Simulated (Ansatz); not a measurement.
## TiSn3O8: relaxed-ion elastic tensor

The calculation used Ansatz, DFT PBE, scalar-relativistic, plane waves, PAW. Plane waves to 420 eV; Γ-centred k mesh 6×6×4; fixed occupations. No spin polarisation.

The cell, relaxed at this level:
```yaml
crystal:
  lattice:
    - [3.37535, -3.38129, 0.00000]
    - [3.37535, 3.38129, 0.00000]
    - [0.00000, 0.00000, 6.36071]
  atoms:
    - { symbol: Ti, position: [0.00000, 0.00000, 0.00000] }
    - { symbol: Sn, position: [0.00000, 0.00000, 0.50000] }
    - { symbol: Sn, position: [0.50000, 0.50000, 0.24532] }
    - { symbol: Sn, position: [0.50000, 0.50000, 0.75468] }
    - { symbol: O, position: [0.70308, 0.70308, 0.00000] }
    - { symbol: O, position: [0.69379, 0.69379, 0.50000] }
    - { symbol: O, position: [0.81036, 0.18964, 0.23837] }
    - { symbol: O, position: [0.81036, 0.18964, 0.76163] }
    - { symbol: O, position: [0.29692, 0.29692, 0.00000] }
    - { symbol: O, position: [0.30621, 0.30621, 0.50000] }
    - { symbol: O, position: [0.18964, 0.81036, 0.23837] }
    - { symbol: O, position: [0.18964, 0.81036, 0.76163] }
```

It was reached by relaxing an invented guess, and it needn't be the stable form of this composition. Spin–orbit coupling is left out, which matters for heavy elements.

(1) Give the relaxed-ion elastic constants (GPa, Voigt order xx yy zz yz xz xy, on the Cartesian axes of the cell above).

(2) Is the crystal stable against homogeneous strain?

(3) And the moduli of a polycrystal (Hill averages)?

Answers

(1)
```
379.7   2.0 133.3   0.0   0.0   0.0
  2.0 362.7 132.3   0.0   0.0   0.0
133.4 132.3 387.5   0.0   0.0   0.0
  0.0   0.0   0.0  85.6   0.0   0.0
  0.0   0.0   0.0   0.0  96.2   0.0
  0.0   0.0   0.0   0.0   0.0  38.5
```

(2) Yes: the least eigenvalue of the tensor is 38.5 GPa.

(3) B = 181 GPa, G = 90 GPa, E = 232 GPa, ν = 0.29.
